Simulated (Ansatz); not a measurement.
Sb:
```
Sb
1.0
    3.08619     0.00000     0.00000
    0.00000     3.08619     0.00000
    0.00000     0.00000     3.08619
Sb
1
Direct
  0.50000   0.50000   0.50000
```

Relaxed with r²SCAN. Special points in fractions of this cell's reciprocal vectors: Γ (0.000, 0.000, 0.000); X (0.000, 0.500, 0.000); M (0.500, 0.500, 0.000); R (0.500, 0.500, 0.500).

Task: List the band energies nearest the Fermi level at these points for r²SCAN with spin–orbit coupling in the plane-wave PAW code Ansatz.

Result: In eV from the Fermi level; about four levels below and three above (degenerate sets whole), none deeper than 8.9 eV; points with the same levels are listed once.

| k | below | above |
|---|---|---|
| Γ | – | 2.94 2.94 3.85 3.85 3.85 3.85 |
| X | -5.90 -5.90 | 5.34 5.34 6.11 6.11 |
| M | -3.99 -3.99 -3.57 -3.57 | 2.52 2.52 8.00 8.00 |
| R | -1.51 -1.51 -1.51 -1.51 | 5.28 5.28 5.28 5.28 |

Space group Pm-3m. The first step of the workflow began from a Materials Project structure, measured or hypothetical; the Crystallography Open Database files this formula in space group No. 221, but the cells were not matched. It is not the phase usual at ambient conditions (space group No. 166). Symmetry was held in the r²SCAN relaxation; whether a distortion lowers the energy is not shown.

Potentials: the later of the program's two PAW sets.
